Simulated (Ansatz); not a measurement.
LiF:
```
CELL_PARAMETERS angstrom
      0.00000     2.00329     2.00329
      2.00329     0.00000     2.00329
      2.00329     2.00329     0.00000
ATOMIC_POSITIONS crystal
  Li 0.00000 0.00000 0.00000
  F  0.50000 0.50000 0.50000
```

Relaxed with PBEsol.

### Question
Give the optical modes at the zone centre with their infrared activity from DFPT, PBEsol (plane waves, PAW; program Ansatz).

### Answer
Transverse frequencies, without the LO–TO term; a row sums one degenerate level.

| ω (cm⁻¹) | degeneracy | IR ((D/Å)²/amu) | activity | symmetry |
|---|---|---|---|---|
| 299 | 3 | 14.95 | IR | T1u |

### Question
How high does the top mode go among those that the LO–TO term moves?

### Answer
637 cm⁻¹ for q along x.

Space group Fm-3m (rock salt). The cell was relaxed with PBEsol under the symmetry of its start.

Potentials: the earlier of the program's two PAW sets. The files were generated under PBE; for other functionals the program regenerates the frozen cores, and for LDA and PBEsol the local potential too.
